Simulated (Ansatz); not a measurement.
SiO₂:
Space group Imma (No. 74); a = 5.2473 Å, b = 9.5075 Å, c = 8.9033 Å, α = β = γ = 90.00°

| atom | site | symmetry | x | y | z |
|---|---|---|---|---|---|
| Si | 8h | m.. | 0.0000 | 0.5835 | 0.1558 |
| O | 4e | mm2 | 0.0000 | 0.7500 | 0.1219 |
| O | 8g | .2. | 0.2500 | 0.5406 | 0.2500 |
| O | 4a | 2/m.. | 0.0000 | 0.0000 | 0.0000 |
(The calculation used a cell of 12 atoms; values per cell refer to that cell.)

Relaxed with r²SCAN.

### Question
Give the optical modes at the zone centre with their infrared activity from DFPT, r²SCAN (plane waves, PAW; program Ansatz).

### Answer
Transverse frequencies, without the LO–TO term; a row sums one degenerate level.

```
ω (cm⁻¹)  degeneracy  IR ((D/Å)²/amu)     activity  symmetry
--------  ----------  ---------------  -----------  --------
64i                1             0.01  IR-inactive       B3u
51                 1             0.00  IR-inactive       B1g
63                 1             0.00  IR-inactive       B2g
150                1             0.00  IR-inactive        Ag
229                1             0.00  IR-inactive       B1u
279                1             0.20           IR       B3u
280                1             0.00  IR-inactive       B3g
281                1             0.19           IR       B2u
289                1             0.00  IR-inactive        Au
328                1             0.00  IR-inactive        Au
340                1             0.00  IR-inactive       B1g
347                1             0.21           IR       B1u
385                1             0.00  IR-inactive       B3g
400                1             9.49           IR       B2u
432                1            18.29           IR       B3u
433                1            14.85           IR       B1u
440                1             0.00  IR-inactive       B2g
456                1             0.00  IR-inactive        Ag
622                1             8.28           IR       B2u
669                1             0.00  IR-inactive       B3g
679                1             1.57           IR       B1u
780                1             0.00  IR-inactive        Ag
787                1             0.00  IR-inactive       B2g
787                1             0.00  IR-inactive        Au
798                1             0.00  IR-inactive        Ag
1095               1             0.00  IR-inactive       B1g
1097               1            63.67           IR       B3u
1107               1             0.00  IR-inactive       B3g
1118               1            56.81           IR       B2u
1124               1            60.37           IR       B1u
1209               1             0.00  IR-inactive       B3g
1229               1             3.69           IR       B1u
1261               1             0.04           IR       B2u
```

### Question
How high does the top mode go among those that the LO–TO term moves?

### Answer
1243 cm⁻¹ for q along x, 1262 cm⁻¹ for q along y, 1282 cm⁻¹ for q along z.

The first step of the workflow began from a Materials Project structure, measured or hypothetical; the Crystallography Open Database copy checked does not list it. It is not the phase usual at ambient conditions (space group No. 92, 152, 154). The cell was relaxed with r²SCAN under the symmetry of its start. At this level the phase is dynamically unstable (imaginary phonons).

Potentials: the earlier of the program's two PAW sets.
